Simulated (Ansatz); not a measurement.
Values for one crystal, relaxed and computed with PBE in the plane-wave PAW code Ansatz; other levels are named.

Volume per atom: 14.84 Å³
Electronic character: metallic (no gap)
Bulk modulus (Birch–Murnaghan fit): 167 GPa
Gap with spin–orbit coupling: none (metallic)
Pressure derivative B′: 5.0
Density of states at the Fermi level: 0.66 states/eV per atom (mean over ±0.08 eV)
Formation energy from the elements (no fitted shifts): 0.000 eV/atom

Task: Pick the material that matches.
(A) InSb, zinc blende
(B) TiAlMo2C2, P6_3/mmc (Mo on 4f, Ti on 2a, Al on 2b, C on 4f)
(C) InMo2C, P6_3/mmc (In on 2d, Mo on 4f, C on 2a)
(D) AlRu2C, P6_3/mmc (Al on 2d, Ru on 4f, C on 2a)

Result: C, InMo2C, P6_3/mmc (In on 2d, Mo on 4f, C on 2a)

The start of the workflow was typed in or built on a structure type; neither database checked (COD, Materials Project) lists it. Whether it is the stable phase at ambient conditions was not checked. Symmetry was held in the PBE relaxation; its stability against distortions is not shown here. No spin polarisation was allowed. The references are the lowest solids computed at this level, not always the standard phases. Spin–orbit coupling is left out wherever it is not named.

Potentials: the earlier of the program's two PAW sets.
